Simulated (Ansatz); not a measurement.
Name crystals whose computed values (DFT-PBE in the program Ansatz with PAW potentials) fall in these windows: B₀ by P(V) fit (GPa) 130 to 180; gap (eV) 3.1 to 3.9.



| crystal | B₀ by P(V) fit (GPa) | gap (eV) |
|---|---|---|
| BaHfO3, cubic perovskite | 155 | 3.63 |
Others may fit too.

The cell was relaxed under the symmetry of its start. Rows with no word on spin ran without spin polarisation. Scalar-relativistic: spin–orbit coupling is off unless named, which matters more the heavier the elements.

Potentials: the earlier of the program's two PAW sets.
